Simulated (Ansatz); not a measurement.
The elements of this relaxed trial crystal are hidden behind letters.

```
lattice vectors (Å)
   5.2805    0.0000    0.0000
  -2.6402    4.5730    0.0000
   0.0000    0.0000    5.8257
fractional positions
X 0.6667 0.3333 0.2551
X 0.6667 0.3333 0.7449
Z 0.3333 0.6667 0.0000
Q 0.1679 0.8321 0.5000
Q 0.1679 0.3357 0.5000
Q 0.6643 0.8321 0.5000
```

Computed with Ansatz, DFT PBE, scalar-relativistic, plane waves, PAW. The final run on the 6-atom cell used 420 eV, a Γ-centred 12×12×6 mesh, 0.10 eV smearing and no spin polarisation.

| Quantity | Value |
| --- | --- |
| Space group | P-6m2 (No. 187) |
| Conventional cell | a = 5.280 Å, c = 5.826 Å |
| Volume per atom | 23.45 Å³ |
| Density | 4.03 g/cm³ |
| Energy over the elements | −0.01 eV/atom |
| Gap on the 12×12×6 mesh of the 6-atom cell | 0 eV (a metal) |

Energies are uncorrected and count from the elements' standard states at the same level.

Q: X is a d-block element of period 4, Z is a p-block element of period 3 and Q is a p-block element of period 4. Which elements are they?

A: X = Sc, Z = Al, Q = As, so the formula is Sc2AlAs3. Density times volume gives a mean mass of 4.03 × 23.45/1.6605 = 56.9 u per atom, and this set has 56.9 u. Around Sc lie 2 Sc at 2.85–2.97 Å, 6 As at 3.00 Å and 3 Al at 3.39 Å; around Al lie 6 As at 3.28 Å and 6 Sc at 3.39 Å; As has 4 As at 2.62–2.66 Å, 4 Sc at 3.00 Å and 2 Al at 3.28 Å. Other sets within the hints have nearly the same mass, so mass alone doesn't settle it; this one was computed.

A structure relaxed within its symmetry needn't be a true minimum. Another cell of Sc2AlAs3 relaxed alike, in P-4m2, lies 0.76 eV/atom lower, so this cell isn't the stable form at this level.
